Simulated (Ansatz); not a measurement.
A geometry of Bi2Se3 away from equilibrium: step 3 of the relaxation of a relaxed Bi2Se3 cell with every coordinate shifted by Gaussian noise of σ = 0.1 Å. These are r2SCAN (plane waves to 500 eV, PAW, scalar-relativistic; Ansatz, a program for electronic structure) values and carry that method's errors. Γ-centred k-mesh 7×7×7 on the run's cell (coarser than for final values), Fermi–Dirac smearing 0.05 eV.

```
Bi2Se3
1.0
    2.12718     1.27379     9.92876
   -2.10560     1.28363     9.92312
    0.01931    -2.35255     9.90145
Bi Se
2 3
Cartesian
 -0.00173  -0.02059  11.89782
 -0.00183   0.10109  17.96086
  0.04498  -0.15702   0.05978
  0.03469  -0.05143   6.47392
  0.05074   0.00201  23.32465
```

### Question
Predict the force on each atom, in eV/Å.

### Answer
```json
[
 {"atom": "Bi1", "Fx": "0.06", "Fy": "-0.04", "Fz": "-0.06"},
 {"atom": "Bi2", "Fx": "0.06", "Fy": "-0.14", "Fz": "-0.22"},
 {"atom": "Se3", "Fx": "-0.04", "Fy": "0.08", "Fz": "-0.07"},
 {"atom": "Se4", "Fx": "-0.03", "Fy": "0.09", "Fz": "0.27"},
 {"atom": "Se5", "Fx": "-0.05", "Fy": "0.01", "Fz": "0.08"}
]
```

### Question
What is the pressure?

### Answer
-0.8 GPa, compression positive.

### Question
How far above the relaxed end point is this geometry?

### Answer
0.01 eV/atom; the path ends in R-3m (No. 166) (AFLOW prototype A2B3_hR5_166_c_ac (C33, as in Bi2Te3)).

No spin polarisation in the result.
